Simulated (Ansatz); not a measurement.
Relaxed-ion elastic tensor of TiN (rock salt, space group No. 225) in GPa (Voigt order), DFT-PBEsol in the program Ansatz with PAW potentials; density 5.53 g/cm³, 9.29 Å³ per atom.

```
643  129  129  0.0  0.0  0.0
129  643  129  0.0  0.0  0.0
129  129  643  0.0  0.0  0.0
0.0  0.0  0.0  172  0.0  0.0
0.0  0.0  0.0  0.0  172  0.0
0.0  0.0  0.0  0.0  0.0  172
```

Problem. Is the crystal mechanically stable?

Solution. Yes: the smallest eigenvalue of C is 172 GPa.

Problem. Work out the Voigt, Reuss and Hill averages.

Solution. K_V = 300, K_R = 300, K_H = 300; G_V = 206, G_R = 198, G_H = 202 GPa.

Problem. Give Young's modulus, Poisson's ratio, Pugh's ratio and the universal anisotropy index.

Solution. E = 9KG/(3K + G) = 495 GPa; ν = 0.23; K/G = 1.49 (brittle by the Pugh limit of 1.75); A_U = 5G_V/G_R + K_V/K_R − 6 = 0.20.

Problem. Estimate the sound speeds and the Debye temperature.

Solution. v_l = √((K + 4G/3)/ρ) = 10100 m/s, v_t = √(G/ρ) = 6040 m/s, mean 6690 m/s; Θ = (h/k)(3n/4πV)^(1/3) v_m = 948 K.

Problem. Give the Zener ratio and Young's modulus along [100], [110] and [111].

Solution. A = 2C44/(C11 − C12) = 0.67; 1/E = S11 − 2(S11 − S12 − S44/2)Γ with Γ = 0, 1/4, 1/3 gives 600, 466, 433 GPa.

Problem. Solve the Christoffel equation for the three sound speeds along [100], [110], [111].

Solution. Eigenvalues of C_ijkl n_j n_l equal ρv². In km/s, slowest first: [100] 5.58, 5.58, 10.78; [110] 5.58, 6.81, 10.04; [111] 6.43, 6.43, 9.78.

Space group Fm-3m (rock salt). Symmetry was held in the PBEsol relaxation. No spin polarisation was allowed. With an odd number of electrons in the cell and no spin polarisation, the count alone makes it a metal. As this level gives no gap, shear constants depend on the k-mesh and smearing (Fermi–Dirac, 0.1 eV here).

Potentials: the later of the program's two PAW sets.
